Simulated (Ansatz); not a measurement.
Data:

As:
```cif
data_As2
_chemical_formula_sum 'As2'
_space_group_name_H-M_alt 'P 1'
_space_group_IT_number 1
_cell_length_a 4.21582
_cell_length_b 4.21582
_cell_length_c 4.21582
_cell_angle_alpha 53.758
_cell_angle_beta 53.758
_cell_angle_gamma 53.758
loop_
_space_group_symop_operation_xyz
  'x, y, z'
loop_
_atom_site_label
_atom_site_type_symbol
_atom_site_fract_x
_atom_site_fract_y
_atom_site_fract_z
_atom_site_occupancy
As1 As 0.22638 0.22638 0.22638 1
As2 As 0.77362 0.77362 0.77362 1
```

This is the PBE-relaxed structure.

### Question
All from the program Ansatz at the PBE level (PAW), unless another level is named. Predict the electronic character.

### Answer
metallic (no gap).

### Question
Predict the density of states at the Fermi level.

### Answer
0.09 states/eV per atom (mean over ±0.08 eV).

Space group R-3m (A7 (α-As type)). The PBE relaxation kept the symmetry of its start. Scalar-relativistic: spin–orbit coupling is off unless named, which matters more the heavier the elements.

Potentials: the later of the program's two PAW sets.
